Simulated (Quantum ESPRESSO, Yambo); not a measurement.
## NiS2 monolayer: DFT and GW levels

```
NiS2
1.0
    5.26372     0.00000     0.00000
    0.00000     5.15213     0.00000
    0.00000     0.00000    14.10000
S Ni
4 2
Cartesian
  5.24507   5.14128   0.56342
  3.93688   2.56522  -0.56342
  2.61302   3.78884   0.56322
  1.30521   1.21278  -0.56322
  3.27504   0.60126   0.00115
  0.64319   3.17733  -0.00115
```

The layer was cut from Materials Project entry mp-1180046 and relaxed with PBEsol in a cell 14.1 Å high, with the Coulomb interaction truncated along z.

Starting point: norm-conserving PBEsol (Quantum ESPRESSO, 98 Ry, scalar-relativistic). G0W0 in Yambo: 4×4×1 Γ-centred k mesh, bands 9 to 118 and a 5 Ry block in the screening, 118 bands in G with the Bruneval-Gonze terminator, plasmon pole fitted at 27.2 eV, slab-truncated Coulomb interaction, stochastic integration of W near q = 0.

```
Item                                                           Result
------------------------------------------------------------  -------
PBEsol gap along the band path                                0.83 eV
PBEsol gap between the mesh's edge points (Γ → (-0.5, -0.5))  0.83 eV
G0W0 gap between the same points                              1.96 eV
PBEsol smallest direct gap on the mesh (at (0, 0.25))         1.26 eV
G0W0 direct gap at that point                                 2.32 eV
```

```tsv
k point	band	E PBEsol (eV)	E QP (eV)	shift (eV)	Z
Γ	VB	0.00	-0.22	-0.22	0.68
Γ	CB	1.32	2.13	0.80	0.69
(0, 0.25)	VB	-0.07	-0.31	-0.23	0.68
(0, 0.25)	CB	1.18	2.01	0.83	0.70
(0, -0.5)	VB	-0.29	-0.49	-0.20	0.68
(0, -0.5)	CB	1.32	2.19	0.87	0.71
(-0.5, 0)	VB	-0.45	-0.67	-0.22	0.68
(-0.5, 0)	CB	1.29	2.15	0.87	0.70
(-0.5, -0.5)	VB	-0.87	-1.01	-0.15	0.64
(-0.5, -0.5)	CB	0.83	1.75	0.92	0.69
```

Energies count from the PBEsol valence-band maximum.

Nearest settings tried, and what they do to the gap: 82 bands in W, 82 bands in G: -4 meV; 3 Ry block (235 vectors against 499): +199 meV; 2×2×1 mesh: +14 meV. Not varied: cell height. So the settings aren't converged at that level.

The 3d shell has no Hubbard U; the runs are without spin polarisation, and magnetic order was not tried.

This is a model layer cut from the bulk structure; whether it is stable on its own was not checked.
